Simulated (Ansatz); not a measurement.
VBiO$_{4}$ in space group C2 (No. 5; V on 2a, Bi on 2b, O on 4c, O on 4c), LDA (plane waves, PAW; program Ansatz). The conduction-band minimum lies at M2, with 1 equivalent valley. Second derivatives d²E/dk² of the lowest band at one valley (eV·Å²), along Cartesian directions:

```csv
direction,d²E/dk²
[100],8.732
[010],5.388
[001],4.359
[110],7.055
[101],3.053
[011],4.871
```

### Question
Find the principal effective masses, the density-of-states mass and the conductivity mass.

### Answer
Off-diagonal terms follow from H_xy = H[110] − (H_xx + H_yy)/2, and m*/mₑ = 7.620 eV·Å² over each eigenvalue: 0.71, 1.4, 3.1. One valley's DOS mass (m₁m₂m₃)^(1/3) = 1.5, conductivity mass 3/(Σ 1/mᵢ) = 1.2 mₑ.

### Question
What effective density of states Nc follows at 300 K for parabolic valleys?

### Answer
Nc = 2.509e19 × 1 × (1.5)^(3/2) ≈ 4.6e19 cm⁻³.

### Question
With the computed static dielectric constant 20.7 (mean of the diagonal), estimate a hydrogenic donor's binding energy and radius.

### Answer
E = 13.606 eV × 1.2/20.7² ≈ 38 meV; a = 0.529 Å × ε/m* ≈ 9.1 Å. Semilocal masses tend to be too small where the gap is.

The workflow started from a Materials Project entry (that database holds measured and hypothetical structures alike); the Crystallography Open Database copy checked does not list it. It is not the phase usual at ambient conditions (space group No. 88). The LDA relaxation kept the symmetry of its start; of distortions, only those at the zone centre were tested. No spin polarisation was allowed. No Hubbard U is applied. Spin–orbit coupling is left out wherever it is not named.

Potentials: the later of the program's two PAW sets.
